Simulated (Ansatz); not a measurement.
Ca (fcc, Cu type), conventional cell a = 5.526 Å, b = 5.526 Å, c = 5.526 Å, α = 90.00°, β = 90.00°, γ = 90.00°. The calculation uses the primitive cell of 1 atom, to which meshes and values per cell refer.

Two coordinates are scanned: the volume, and the ratio of the stretch along z (the conventional c axis) to the stretch across it. Atoms keep their fractional coordinates.

Computed with PBE (plane waves to 420 eV, PAW, scalar-relativistic; Ansatz, a quantum-chemistry and plane-wave program). k mesh 15×15×15 (Γ-centred), Fermi-Dirac smearing 0.05 eV. E stands for the smeared free energy. With partly filled bands, the response to shear is sensitive to the k mesh, so small differences along c/a are uncertain. Ca was relaxed with its symmetry unable to fall. The PAW data are Ansatz's earlier set. ΔE is measured from the relaxed starting cell.

**Question.** What ΔE (meV/atom) does the calculation give at all points of the grid V/V₀ = 0.960, 0.973, 0.987, 1.000, 1.013, 1.027, 1.040 by (c/a)/(c/a)₀ = 0.880, 0.920, 0.960, 1.000, 1.040, 1.080, 1.120?

**Answer.** ΔE (meV/atom), with V/V₀ across and (c/a)/(c/a)₀ down:

| (c/a)/(c/a)₀ \ V/V₀ | 0.960 | 0.973 | 0.987 | 1.000 | 1.013 | 1.027 | 1.040 |
|---|---|---|---|---|---|---|---|
| 0.880 | 10 | 8 | 7 | 6 | 7 | 8 | 10 |
| 0.920 | 7 | 5 | 4 | 3 | 4 | 5 | 7 |
| 0.960 | 5 | 3 | 1 | 1 | 1 | 3 | 4 |
| 1.000 | 4 | 2 | 0 | 0 | 0 | 2 | 3 |
| 1.040 | 5 | 3 | 2 | 1 | 2 | 3 | 5 |
| 1.080 | 9 | 6 | 5 | 5 | 5 | 6 | 8 |
| 1.120 | 15 | 13 | 12 | 12 | 12 | 13 | 15 |

(Under strain, the slope of the energy per volume gives the stress and its curvature an elastic modulus.)
